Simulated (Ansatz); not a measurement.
Here is the system:

GePt:
```xyz
8
Lattice="5.7385 0.0000 0.0000 0.0000 3.7157 0.0000 0.0000 0.0000 6.0653" Properties=species:S:1:pos:R:3 pbc="T T T"
Pt     0.0053     0.9289     1.1574
Pt     2.8639     2.7868     4.1901
Pt     2.8745     0.9289     1.8752
Pt     5.7332     2.7868     4.9079
Ge     1.0591     0.9289     3.5729
Ge     1.8102     2.7868     0.5402
Ge     3.9283     0.9289     5.5251
Ge     4.6794     2.7868     2.4924
```

This is the PBEsol-relaxed structure.

Problem. All from PBEsol in the plane-wave PAW code Ansatz, unless another level is named. Estimate the highest zone-centre frequency.

Solution. 31.3 meV.

Problem. Give the bulk modulus (Birch–Murnaghan fit).

Solution. 166 GPa.

Space group Pnma. Symmetry was held in the PBEsol relaxation. No spin polarisation was allowed. Scalar-relativistic: spin–orbit coupling is off unless named, which matters more the heavier the elements.

Potentials: the later of the program's two PAW sets.
